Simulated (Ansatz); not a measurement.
## EuCd2P2 with hamiltonian.hubbard changed

All numbers are calculated (PBEsol, collinear spin, no spin-orbit coupling; Ansatz, PAW set soft_2, 420 eV, k-mesh 3×3×3), not measured. These are the settings of the reference run.

Cell:

```
cell
1.0
     0.0000    0.0000    6.9259
    -4.2822    7.4171    0.0000
    -4.2822   -7.4171    0.0000
Cd Eu P
8 4 8
Direct
  0.3604 0.8333 0.1667
  0.3604 0.3333 0.1667
  0.3604 0.8333 0.6667
  0.3604 0.3333 0.6667
  0.6396 0.1667 0.3333
  0.6396 0.6667 0.3333
  0.6396 0.1667 0.8333
  0.6396 0.6667 0.8333
  0.0000 0.0000 0.0000
  0.0000 0.5000 0.0000
  0.0000 0.0000 0.5000
  0.0000 0.5000 0.5000
  0.7586 0.8333 0.1667
  0.7586 0.3333 0.1667
  0.7586 0.8333 0.6667
  0.7586 0.3333 0.6667
  0.2414 0.1667 0.3333
  0.2414 0.6667 0.3333
  0.2414 0.1667 0.8333
  0.2414 0.6667 0.8333
```

The reference run of this cell is solved again as a single point with these keys changed:

| key | reference run | changed run |
| --- | --- | --- |
| hamiltonian.hubbard | not typed | {sites: [{species: Eu, l: f, u_eff: 1.0}], double_counting: fll} |

Problem. How does the changed run end?

Solution. 

```
               quantity  reference run  changed run
         pressure (GPa)            0.0          0.3
   largest force (eV/Å)           0.00         0.04
   gap on the mesh (eV)           0.00         0.00
moment of the cell (μB)          28.00        28.00
```

The Hamiltonian isn't the same, so energies aren't compared. It took 16 iterations.

Caveats: the reference run: 4f shell without a U, which puts 4f levels too near the Fermi level; the reference run: open f or d shells may hold a state above the lowest; a single point, atoms not relaxed again; a change of U can also leave the f or d shell in another state.
